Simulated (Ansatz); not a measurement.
The relaxed structure here is a generated cell of InAs: the first start was made by placing the elements on the sites of a structure type, and the end was not matched to a known phase here, so it may be hypothetical. Known forms of InAs include space group No. 216.

A relaxed structure of InAs. Space group R3m (No. 160), AFLOW prototype AB_hR6_160_3a_3a (as in SiC). Calculation: r2SCAN (plane waves to 500 eV, PAW, scalar-relativistic; Ansatz, a program for electronic structure).

Space group R3m, hexagonal axes (No. 160); a = b = 4.3136 Å, c = 31.8342 Å, α = β = 90.00°, γ = 120.00°

```csv
atom,site,symmetry,x,y,z
In,3a,3m,0.0000,0.0000,0.9999
In,3a,3m,0.0000,0.0000,0.7777
In,3a,3m,0.0000,0.0000,0.2223
As,3a,3m,0.0000,0.0000,0.9169
As,3a,3m,0.0000,0.0000,0.6943
As,3a,3m,0.0000,0.0000,0.1389
```
(The calculation used a cell of 6 atoms; values per cell refer to that cell.)

```yaml
volume_per_atom: 28.50 Å³
density: 5.53 g/cm³
band_gap: 0.12 eV, direct at Γ (no spin-orbit coupling)
shortest_distances: As–In 2.64 Å
k-mesh: 9×9×9
```

Band energies at high-symmetry points (eV from the VBM; labels of this space group; no spin-orbit coupling), from −5 eV up to 4.3 eV:

| point | energies |
|---|---|
| Γ | -4.74 -4.73 -0.81 -0.81 -0.79 -0.79 -0.08 0.00 0.00 0.12 1.27 1.42 4.15 4.15 |
| T | -2.50 -2.49 -1.01 -1.01 -0.32 -0.32 -0.29 -0.29 1.10 1.53 1.70 |
| H2 | -3.61 -3.18 -2.64 -2.39 -1.85 -1.56 2.67 2.86 3.83 3.94 |
| H0 | -3.61 -3.18 -2.64 -2.39 -1.85 -1.56 2.67 2.86 3.83 3.94 |
| L | -2.86 -2.36 -2.05 -2.04 -1.46 -1.00 1.51 2.07 2.27 3.22 3.87 |
| S0 | -3.62 -3.18 -2.68 -2.30 -1.92 -1.56 2.58 3.17 3.36 |
| S2 | -3.62 -3.18 -2.68 -2.30 -1.92 -1.56 2.58 3.17 3.36 |
| F | -3.11 -2.31 -2.12 -1.42 -1.41 -1.40 1.45 1.89 2.52 3.45 4.05 |

No spin polarisation in the result.

The run could not lose the symmetry of its start, so the end can be a saddle point.
